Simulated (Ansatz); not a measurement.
Ansatz (an electronic-structure program) input:

Ansatz 0.2 input:
```yaml
crystal:
  lattice:
    - [3.743394144, 0.0, 0.0]
    - [-1.871697072, 3.2418744251, 0.0]
    - [0.0, 0.0, 4.7549798672]
  atoms:
    - { symbol: Pt, position: [0.0, 0.0, 0.0] }
    - { symbol: Se, position: [0.3333333333, 0.6666666667, 0.2645848828] }
    - { symbol: Se, position: [0.6666666667, 0.3333333333, 0.7354151172] }
kpoints:
  mp_grid: { grid: [13, 13, 9] }
hamiltonian:
  xc: lda
  pseudopotentials: { kind: paw }
scf:
  occupations: { method: fermi_dirac, width: 0.1 }
phonons:
  method: dfpt
  response_accuracy: low
  eigenvectors: true
  rigid_motions: translations
```

Output (shortened):

```
Pseudopotential: Pt, paw, valence charge 18
Pseudopotential: Se, paw, valence charge 16
Functional definition: SPW92
Crystal: 3 atoms, lattice volume = 57.705 Å³
Basis set: ecut = 420 eV, 1119 PW (Γ), exchange–correlation on 54×54×64 points (8 copies of the dense FFT grid, shifted against one another)
Bands: 30, of which v1, the nominal top of the filled ones, is band 25 counted from 1 (24 counted from 0)
Symmetry: 12 space group operations
k-points: 413 of 1521 (irreducible under 2 space group operations, time reversal used)
SCF iter   1: F=—  HF=-23012.791679 eV  |F-HF|=—  |Δ(HF+E_count)|=         —  Δρ=5.08e-3  dr2=7.40e-3  ethr=1.77e-3  ⟨swp⟩=5.3  Hψ=47245  notcnv=0
preconditioner: auto → LDOS
SCF iter   2: F=—  HF=-23012.791959 eV  |F-HF|=—  |Δ(HF+E_count)|=   2.79e-4  Δρ=1.98e-3  dr2=3.18e-3  ethr=1.48e-5  ⟨swp⟩=2.0  Hψ=24997  notcnv=0
SCF iter   3: F=—  HF=-23012.790841 eV  |F-HF|=—  |Δ(HF+E_count)|=   1.12e-3  Δρ=5.12e-4  dr2=2.23e-4  ethr=6.36e-6  ⟨swp⟩=2.0  Hψ=21104  notcnv=0
SCF iter   4: F=—  HF=-23012.790755 eV  |F-HF|=—  |Δ(HF+E_count)|=   8.62e-5  Δρ=8.79e-5  dr2=4.05e-6  ethr=4.46e-7  ⟨swp⟩=3.0  Hψ=24238  notcnv=0
SCF iter   5: F=—  HF=-23012.790756 eV  |F-HF|=—  |Δ(HF+E_count)|=   7.05e-7  Δρ=2.37e-5  dr2=3.23e-7  ethr=8.10e-9  ⟨swp⟩=3.0  Hψ=24396  notcnv=0
SCF iter   6: F=—  HF=-23012.790756 eV  |F-HF|=—  |Δ(HF+E_count)|=   6.09e-8  Δρ=4.60e-6  dr2=9.41e-9  ethr=6.45e-10  ⟨swp⟩=3.0  Hψ=23067  notcnv=0
SCF iter   7: F=—  HF=-23012.790756 eV  |F-HF|=—  |Δ(HF+E_count)|=  8.55e-10  Δρ=8.08e-7  dr2=2.94e-10  ethr=1.88e-11  ⟨swp⟩=2.0  Hψ=14829  notcnv=0
SCF iter   8: F=-23012.790756 eV  HF=-23012.790756 eV  |F-HF|=7.28e-12  |Δ(HF+E_count)|=  6.18e-11  Δρ=1.35e-7  dr2=7.60e-12  ethr=1.00e-12  ⟨swp⟩=4.1  Hψ=64949  notcnv=0
SCF 1 converged in 8 iterations: F = -23012.790756 eV  dr2 = 7.60e-12
DFPT response loops at Γ: preconditioner auto → Kerker (q_TF=auto, 2.664 Å⁻¹) (partly filled bands, converged f_vac=0.015) …
SCF converged after 8 iterations
Free energy (F): -23012.790756 eV
Harris-Foulkes:  -23012.790756 eV  (|F-HF|=7.28e-12)
Internal energy: -23012.766265 eV  (E = F + TS)
E sigma→0 (E₀):  -23012.778510 eV
Entropy (-TS):   -0.024491 eV (-8.164 meV/atom)
Fermi energy:    13.875803 eV
--- Per-component energies (eV) ---
  E_band       = -931.233580
  E_kinetic    = 877.999095
  E_local      = -6408.841484  (includes V_loc(G=0)·N_el)
  E_nonlocal   = -969.373532
  E_hartree    = 2971.068306
  E_xc         = -468.916707
  E_vxc        = -501.491084  (∫ρ·V_xc dr)
  E_paw        = -12833.444293  (= ΣΔE_a)
  E_vpaw       = 128.337876  (= ΣTr[D̂ρ^β])
  E_aug_tail   = -0.001062  (compensation charges beyond the density's cutoff)
  E_ewald      = -6186.155182
  E_core_change = 4.898594  (= ΣΔE_core)
  E_smearing   = -0.024491  (= −TS)
  E_closure    = 0.000000  (closes the sum)
  Σ components = -23012.790756   (vs F -23012.790756, Δ=0.00e0)
  [band-id]    e_kinetic+e_local+e_nonlocal+2·e_hartree+e_vxc+e_vpaw+e_augmentation_tail = -931.233580   (vs E_band -931.233580, Δ=2.69e-8)
--- Band table (eV; the first three rows and the last of 413) ---
  k-point 0: bands = ["-85.6197", "-39.7786", "-39.7786", "-39.6748", "-34.8135", "-34.8135", "-34.8100", "-34.8100", "-34.8049", "-34.8049", "-34.7989", "-34.7989", "-34.7981", "-34.7973", "-2.0462", "1.2555", "6.5725", "7.4403", "7.4403", "10.0017", …
  k-point 1: bands = ["-85.6197", "-39.7786", "-39.7786", "-39.6748", "-34.8134", "-34.8134", "-34.8101", "-34.8101", "-34.8047", "-34.8047", "-34.7991", "-34.7991", "-34.7982", "-34.7973", "-1.9834", "1.0840", "6.7941", "7.4521", "7.4521", "9.9932", …
  k-point 2: bands = ["-85.6197", "-39.7786", "-39.7786", "-39.6749", "-34.8130", "-34.8130", "-34.8103", "-34.8103", "-34.8043", "-34.8043", "-34.7997", "-34.7997", "-34.7983", "-34.7971", "-1.7983", "0.6534", "7.3667", "7.4826", "7.4826", "9.9731", …
  k-point 412: bands = ["-85.6195", "-39.7859", "-39.7823", "-39.6744", "-34.8129", "-34.8118", "-34.8109", "-34.8107", "-34.8032", "-34.8031", "-34.8015", "-34.8013", "-34.7974", "-34.7968", "-0.1369", "0.0926", "6.9336", "7.0765", "8.5089", "8.8216", …
--- Phonons (Γ-DFPT): 4 representative perturbations + reference, on 413 of 1521 k-points (Σ response iterations 12) ---
  ASR residual: 9.171e-4 → 0.000e0 eV/Å²; symmetrization residual: 2.114e-4 eV/Å²
  ASR residual per site (eV/Å²): 9.17e-4 1.90e-4 1.90e-4
  Γ frequencies (cm⁻¹): 0.00 0.00 0.00 162.68 162.68 207.67 218.09 218.09 219.05
  non-analytic LO–TO correction: not included (Born effective charges unavailable; polar crystals: no LO–TO splitting at Γ)
```

Cost: very roughly 4 core-minutes on shared cores.

Space group P-3m1 (CdI2 type). The cell was relaxed with LDA under the symmetry of its start; of distortions, only those at the zone centre were tested. No spin polarisation was allowed. The volume moved by -16 % from the start of the relaxation. A crystal of weakly bound layers computed without a dispersion correction: the cell and the soft elastic constants depend strongly on that. As this level gives no gap, phonon frequencies hold no LO–TO term and depend on the k-mesh and smearing (Fermi–Dirac, 0.1 eV here). Scalar-relativistic: spin–orbit coupling is off unless named, which matters more the heavier the elements.

Potentials: the later of the program's two PAW sets.

Ansatz is a plane-wave DFT program.
